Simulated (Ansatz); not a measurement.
Relaxed-ion elastic tensor of ReB (rock salt, space group No. 225) in GPa (Voigt order), DFT-PBEsol in the program Ansatz with PAW potentials; density 15.54 g/cm³, 10.53 Å³ per atom.

```
 668   173   173   0.0   0.0   0.0
 173   668   173   0.0   0.0   0.0
 173   173   668   0.0   0.0   0.0
 0.0   0.0   0.0  33.7   0.0   0.0
 0.0   0.0   0.0   0.0  33.7   0.0
 0.0   0.0   0.0   0.0   0.0  33.7
```

Is the crystal mechanically stable?

Yes: the smallest eigenvalue of C is 33.7 GPa.

Work out the Voigt, Reuss and Hill averages.

K_V = 338, K_R = 338, K_H = 338; G_V = 119, G_R = 51.5, G_H = 85.3 GPa.

Give Young's modulus, Poisson's ratio, Pugh's ratio and the universal anisotropy index.

E = 9KG/(3K + G) = 236 GPa; ν = 0.38; K/G = 3.97 (ductile by the Pugh limit of 1.75); A_U = 5G_V/G_R + K_V/K_R − 6 = 6.58.

Estimate the sound speeds and the Debye temperature.

v_l = √((K + 4G/3)/ρ) = 5390 m/s, v_t = √(G/ρ) = 2340 m/s, mean 2650 m/s; Θ = (h/k)(3n/4πV)^(1/3) v_m = 360 K.

Give the Zener ratio and Young's modulus along [100], [110] and [111].

A = 2C44/(C11 − C12) = 0.14; 1/E = S11 − 2(S11 − S12 − S44/2)Γ with Γ = 0, 1/4, 1/3 gives 597, 124, 97.8 GPa.

Solve the Christoffel equation for the three sound speeds along [100], [110], [111].

Eigenvalues of C_ijkl n_j n_l equal ρv². In km/s, slowest first: [100] 1.47, 1.47, 6.56; [110] 1.47, 3.99, 5.41; [111] 3.37, 3.37, 4.97.

Space group Fm-3m (rock salt). The cell is a constructed one: a structure type filled with these elements; neither database checked (COD, Materials Project) lists it. COD files the formula under space group No. 141. Its standing as an ambient phase is unchecked. The cell was relaxed with PBEsol under the symmetry of its start; its stability against distortions is not shown here. No spin polarisation was allowed. As this level gives no gap, shear constants depend on the k-mesh and smearing (Fermi–Dirac, 0.1 eV here). Scalar-relativistic: spin–orbit coupling is off unless named, which matters more the heavier the elements.

Potentials: the earlier of the program's two PAW sets. The files were generated under PBE; for other functionals the program regenerates the frozen cores, and for LDA and PBEsol the local potential too.
